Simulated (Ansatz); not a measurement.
This run works on a generated trial structure, not on a known crystal.

Input and command of a plane-wave DFT calculation in Ansatz:

```yaml
crystal:
  lattice:
    - [5.76382273, 0.0, 0.0]
    - [-2.88191137, 4.99161691, 0.0]
    - [0.0, 0.0, 6.73301881]
  atoms:
    - { symbol: Ga, position: [0.0, 0.0, 0.71343153] }
    - { symbol: Ga, position: [0.0, 0.0, 0.28656847] }
    - { symbol: Ge, position: [0.33333333, 0.66666667, 0.5] }
    - { symbol: Ge, position: [0.66666667, 0.33333333, 0.5] }
    - { symbol: Se, position: [0.75538699, 0.0, 0.5] }
    - { symbol: Se, position: [0.0, 0.75538699, 0.5] }
    - { symbol: Se, position: [0.24461301, 0.24461301, 0.5] }
basis:
  ecutwfc: 420
kpoints:
  mp_grid: { grid: [3, 3, 2] }
hamiltonian:
  xc: pbe
scf:
  occupations: { method: gaussian, width: 0.15 }
  lower_state_search: "off"
output:
  forces: true
  stress: true
  eigenvalues: true
relax:
  adjacent_minimum: "off"
  f_tol: 0.08
  max_steps: 16
  cell: { stress_tol: 0.8 }
```

```bash
ansatz run input.yaml --threads 1 --pin off --max-ram 2560MiB --backend cpu --events-out ev --progress --plain --runs-dir out
```

Processor: Intel(R) Xeon(R) Processor @ 2.70GHz, 1 thread, on a host shared with other jobs.

Task: Estimate time, memory and problem size.

Result: About 110 s, peak memory 0.59 GiB. It solves 62 bands at 6 k points (after reduction by symmetry) with about 6375 plane waves (on the last cell), in 95 SCF iterations over 11 ionic steps.
